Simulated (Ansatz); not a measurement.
WSe2:
```
CELL_PARAMETERS angstrom
      3.30225     0.00000     0.00000
     -1.65112     2.85983     0.00000
      0.00000     0.00000    13.22462
ATOMIC_POSITIONS crystal
  W  0.66667 0.33333 0.75000
  W  0.33333 0.66667 0.25000
  Se 0.33333 0.66667 0.87578
  Se 0.66667 0.33333 0.12422
  Se 0.66667 0.33333 0.37578
  Se 0.33333 0.66667 0.62422
```

r²SCAN+D4 (plane waves, PAW; program Ansatz) gives a gap of 1.17 eV without spin–orbit coupling, maximum at Γ, minimum on the K–Γ line, 46 % of the way from K.

Task: What happens when spin–orbit coupling is switched on?

Result: The gap falls by 0.08 eV, to 1.09 eV; maximum at Γ, minimum on the K–Γ line, 45 % of the way from K.

Task: Give the electron effective mass with spin–orbit coupling.

Result: 0.46, 0.51, 0.58 mₑ (principal values).

Task: Give the hole effective mass with spin–orbit coupling.

Result: 0.76, 0.76, 0.92 mₑ (principal values).

Space group P6_3/mmc. The r²SCAN+D4 relaxation kept the symmetry of its start. No spin polarisation was allowed.

Potentials: the earlier of the program's two PAW sets. The files were generated under PBE; for other functionals the program regenerates the frozen cores, and for LDA and PBEsol the local potential too.
